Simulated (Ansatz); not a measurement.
# Does relaxation matter for the field gradients of CdSe with arsenic replacing Se?

Start: a supercell of CdSe (wurtzite type, P6_3mc) built from an entry of the Crystallography Open Database (COD) (the entry's cell lengths or inner coordinates differ somewhat from later room-temperature determinations), with all atoms left at the host's positions.

```cif
data_Cd16AsSe15
_symmetry_space_group_name_H-M 'P3m1'
_symmetry_Int_Tables_number 156
_cell_length_a 8.6000
_cell_length_b 8.6000
_cell_length_c 14.0400
_cell_angle_alpha 90.000
_cell_angle_beta 90.000
_cell_angle_gamma 120.000
loop_
_atom_site_label
_atom_site_type_symbol
_atom_site_symmetry_multiplicity
_atom_site_Wyckoff_symbol
_atom_site_fract_x
_atom_site_fract_y
_atom_site_fract_z
Cd1 Cd 1 a 0.0000 0.0000 0.0000
Cd2 Cd 1 a 0.0000 0.0000 0.5000
Cd3 Cd 3 d 0.0000 0.5000 0.0000
Cd4 Cd 3 d 0.0000 0.5000 0.5000
Cd9 Cd 3 d 0.1667 0.8333 0.2500
Cd10 Cd 3 d 0.1667 0.8333 0.7500
Cd15 Cd 1 c 0.6667 0.3333 0.2500
Cd16 Cd 1 c 0.6667 0.3333 0.7500
As As 1 a 0.0000 0.0000 0.1925
Se18 Se 1 a 0.0000 0.0000 0.6925
Se19 Se 3 d 0.0000 0.5000 0.1925
Se20 Se 3 d 0.0000 0.5000 0.6925
Se25 Se 3 d 0.1667 0.8333 0.4425
Se26 Se 3 d 0.1667 0.8333 0.9425
Se31 Se 1 c 0.6667 0.3333 0.4425
Se32 Se 1 c 0.6667 0.3333 0.9425
```

One atom of each set is listed.

Level of theory: DFT, PBE, plane waves and PAW, scalar-relativistic, 420 eV cutoff, Γ-centred 3×3×2 k-points, Fermi–Dirac smearing 0.01 eV, cell charge -1 (Ansatz 0.2.0).

The largest force at the start is 1.1 eV/Å. Relaxing the ions at fixed cell moves them by 0.140 Å at most (atom 1, Cd) and 0.064 Å rms.

```csv
site,moved (Å),first shell before,first shell after,V_zz before (10²¹ V/m²),η before
Cd1,0.140,"3 Se at 2.61 Å, 1 As at 2.70 Å","1 As at 2.54 Å, 3 Se at 2.67 Å",-2.97,0.00
Cd3,0.078,4 Se at 2.61–2.70 Å,4 Se at 2.63–2.66 Å,2.37,0.13
Cd4,0.031,4 Se at 2.61–2.70 Å,4 Se at 2.62–2.64 Å,3.56,0.12
Cd9,0.097,"3 Se at 2.61–2.70 Å, 1 As at 2.61 Å","1 As at 2.53 Å, 3 Se at 2.65–2.68 Å",-5.95,0.97
Cd10,0.019,4 Se at 2.61–2.70 Å,4 Se at 2.62–2.64 Å,2.06,0.01
Cd16,0.116,4 Se at 2.61–2.70 Å,4 Se at 2.62–2.64 Å,2.70,0.00
As,0.022,4 Cd at 2.61–2.70 Å,4 Cd at 2.53–2.54 Å,0.16,0.00
Se19,0.039,4 Cd at 2.61–2.70 Å,4 Cd at 2.62–2.65 Å,-3.44,0.32
Se20,0.043,4 Cd at 2.61–2.70 Å,4 Cd at 2.64 Å,-2.43,0.12
Se26,0.066,4 Cd at 2.61–2.70 Å,4 Cd at 2.62–2.67 Å,-2.63,0.35
Se32,0.034,4 Cd at 2.61–2.70 Å,4 Cd at 2.62–2.66 Å,-0.99,0.00
```

**Question.** How do the gradients change?

**Answer.** 

```json
{"site": "Cd1", "V_zz after": "-8.63", "η after": "0.00", "change of V_zz": "-5.66"}
{"site": "Cd3", "V_zz after": "-1.65", "η after": "0.90", "change of V_zz": "-4.02"}
{"site": "Cd4", "V_zz after": "1.01", "η after": "0.07", "change of V_zz": "-2.55"}
{"site": "Cd9", "V_zz after": "-8.63", "η after": "0.21", "change of V_zz": "-2.68"}
{"site": "Cd10", "V_zz after": "-0.84", "η after": "0.42", "change of V_zz": "-2.90"}
{"site": "Cd16", "V_zz after": "-1.83", "η after": "0.00", "change of V_zz": "-4.53"}
{"site": "As", "V_zz after": "2.25", "η after": "0.00", "change of V_zz": "+2.09"}
{"site": "Se19", "V_zz after": "-3.94", "η after": "0.60", "change of V_zz": "-0.50"}
{"site": "Se20", "V_zz after": "-0.38", "η after": "0.94", "change of V_zz": "+2.05"}
{"site": "Se26", "V_zz after": "-2.80", "η after": "0.86", "change of V_zz": "-0.17"}
{"site": "Se32", "V_zz after": "1.83", "η after": "0.00", "change of V_zz": "+2.82"}
```

The largest change of V_zz is on Cd1, from -2.97 to -8.63. Small gradients that grow severalfold: As (0.16 to 2.25). In per cent, |V_zz| changes by -72 to +191 on Cd, -84 to +15 on Se (all sites that start above 2, bar those whose gradient vanishes or changes sign or whose main axis turns by over 40°). Where |V_zz| stays above 0.1 and the axes keep their order, η moves most on Se20, from 0.12 to 0.94. On Se26, Cd3 V_xx and V_yy change places (or their axes turn by over 50°), so the two values of η hide a larger change. V_zz changes sign on Cd16 (same axis), Cd3 (axis turned by 18°), Cd10 (axis turned by 13°), Se32 (same axis). The table leaves out 5 of the 16 sites, with |V_zz| up to 4.43; their tensors move by 1.55 at most along any direction. The statements above cover all sites. The electronic state changes along with the positions (a gap opens), so the changes aren't those of geometry alone. The host's own positions weren't relaxed first, so part of the change far from the defect can be the host's relaxation.

The defect repeats with the cell of 32 atoms, so it feels its images: sites between two images don't show the values beside a lone defect, and zeros or small values of η there can come from the images' arrangement. Cd and Se carry a gradient in the pure host already, so the values there aren't the defect's effect alone. A uniform background compensates the cell's charge. Without spin–orbit coupling (the program notes it for Cd) the gradients can shift somewhat, as the gap is small.
Before: The run isn't spin-polarised, and a state with spin may lie lower. The defect cell has no gap above 0.1 eV on its mesh, so the values can hang on the smearing and the k-mesh. The neighbours have not yet relaxed around the defect (largest force 1.1 eV/Å), so a real crystal will differ.
After: The relaxation keeps the site symmetry 3m of the start, so the impurity can move only along its axis; a start off the site could end lower. With a gap of 0.2 eV on this mesh, small gradients can still move by 0.1 × 10²¹ V/m² or more as the k-mesh gets denser.
